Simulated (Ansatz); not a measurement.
Sb:
```xyz
2
Lattice="2.1714 1.2536 3.8699 -2.1714 1.2536 3.8699 0.0000 -2.5073 3.8699" Properties=species:S:1:pos:R:3 pbc="T T T"
Sb     0.0000     0.0000     3.1190
Sb     0.0000     0.0000     8.4908
```

Relaxed with r²SCAN.

Q: Map the valence electron density (e/Å³), cut off at 1 on the plane through (0.269, 0.269, 0.269) spanned by u = [1, 0, 0] and v = [-1, 1, 1] in lattice vectors, from DFT-r²SCAN in the program Ansatz with PAW potentials.

A: x is the fraction of u, y of v (the angle between them is 85°; rows are the nearest grid lines); atoms in the plane: Sb at (0.00, 0.00), Sb at (0.93, 0.46).
```
|@@@@@=:..       .:+@@@@@|
|@@@@@=:..       .:=@@@@@|
|@@@@+-:.        ..:=%@@@|
|@@%+-:..         .:-=#@@|
|-::...             ..::-|
|....                ....|
|...                 ....|
|..                ......|
|:..              ..:::::|
|*=-:.          ..-=*@@@*|
|@%+-..        ..:=%@@@@@|
|@@#=:.        .:-*@@@@@@|
|@@@*-..       .:-%@@@@@@|
|@@@*-..       .:-#@@@@@@|
|@@@+-.        ..:+@@@@@@|
|@#=-..         ..:=*@@@@|
|+=-:.           ..:-+**+|
|-::..            ..::---|
|-::..             .::---|
|--::.            ..:--=-|
|@@*=:..          .:=+@@@|
|@@@#-:.         .:-+@@@@|
|@@@@@=:.        .:=@@@@@|
|@@@@@=:..       .:+@@@@@|
```
Scale: ten equal steps from 0.019 (start of ' ') to 1.00 (end of '@'), in the order ' .:-=+*#%@'; x runs from 0.000 to 1.00, y from 0.000 (bottom) to 1.00 (top).

The density is the valence pseudo-density with augmentation charge, so density and ELF within about 1 Å of a nucleus are not all-electron values.

Space group R-3m (A7 (α-As type)). The cell was relaxed with r²SCAN under the symmetry of its start; of distortions, only those at the zone centre were tested. Scalar-relativistic: spin–orbit coupling is off unless named, which matters more the heavier the elements.

Potentials: the earlier of the program's two PAW sets.
